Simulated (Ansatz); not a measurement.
Input and command of a plane-wave DFT calculation in Ansatz:

```yaml
crystal:
  lattice:
    - [0.0, 1.7803875, 1.861725]
    - [1.7803875, 0.0, 1.861725]
    - [1.7803875, 1.7803875, 0.0]
  atoms:
    - { symbol: Cu, position: [0.0, 0.0, 0.0] }
basis:
  ecutwfc: 420
kpoints:
  mp_grid: { grid: [22, 22, 22] }
hamiltonian:
  xc: pbesol
scf:
  occupations: { method: gaussian, width: 0.15 }
output:
  forces: true
  stress: true
  eigenvalues: true
```

```bash
ansatz run input.yaml --threads 1 --pin off --max-ram 2560MiB --backend cpu --events-out ev --progress --plain --runs-dir out
```

Processor: Arm Neoverse V2, 1 thread, on a host shared with other jobs.

**Question.** How long does it run, and how much memory does it take?

**Answer.** About 6.5 s on 1 thread of Arm Neoverse V2 (shared host), peak memory 0.38 GiB. It solves 14 bands at 834 k points (the mesh reduced by symmetry) with about 247 plane waves, in 6 SCF iterations.
